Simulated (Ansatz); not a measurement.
**Bands of AlFe**

```
Al Fe
1.0
     2.84551    0.00000    0.00000
     0.00000    2.84551    0.00000
     0.00000    0.00000    2.84551
Al Fe
1 1
Direct
  0.00000 0.00000 0.00000
  0.50000 0.50000 0.50000
```

Atoms are numbered in the order listed.

Conventional cell: a = 2.846 Å, b = 2.846 Å, c = 2.846 Å, α = 90.00°, β = 90.00°, γ = 90.00°. Al (atom 1) is surrounded by 8 Fe at 2.46 Å. Fe (atom 2) is surrounded by 8 Al at 2.46 Å.

Structure from Materials Project entry mp-2658 (possibly hypothetical), not relaxed further.

The magnetic state is the one reached from the start moments; no search over orders was made, so it needn't be the ground state.

Computed with DFT, PBE, all-electron LAPW, scalar-relativistic in Ansatz 0.2.0.

Settings: a Γ-centred 14×14×14 k mesh, Fermi–Dirac smearing of 0.08 eV, basis error target 0.5 meV/atom, spin-polarised from start moments Fe2 3 μB, ending with a cell moment of 0.66 μB.

Points in fractions of the reciprocal vectors of this cell: Γ (0, 0, 0), X (0, 0.5, 0), M (0.5, 0.5, 0), R (0.5, 0.5, 0.5). The path joins them by straight lines in the order Γ–X–M–Γ–R–X–R–M; legs that retrace an earlier one aren't tabulated. Energies are in eV from the Fermi level.

Question: Is there a gap?

Answer: none: bands cross the Fermi level, a metal.

Question: List the levels between -5 and 5 eV at the symmetry points.

Answer: 
Γ spin-up: -2.61 (×2), -0.36 (×3)
Γ spin-down: -2.29 (×2), 0.44 (×3)
X spin-up: -1.95, -1.35 (×2), -0.23, 0.99
X spin-down: -1.56, -0.66 (×2), 0.59, 1.44
M spin-up: -2.63, -2.19 (×2), -1.12 (×2), 0.52, 3.38, 4.27
M spin-down: -4.82, -2.35, -2.19 (×2), -0.39 (×2), 1.01, 3.70, 4.80
R spin-up: -3.75 (×3), 0.56 (×2), 2.96 (×3), 4.51
R spin-down: -3.36 (×3), 1.06 (×2), 3.03 (×3), 4.44
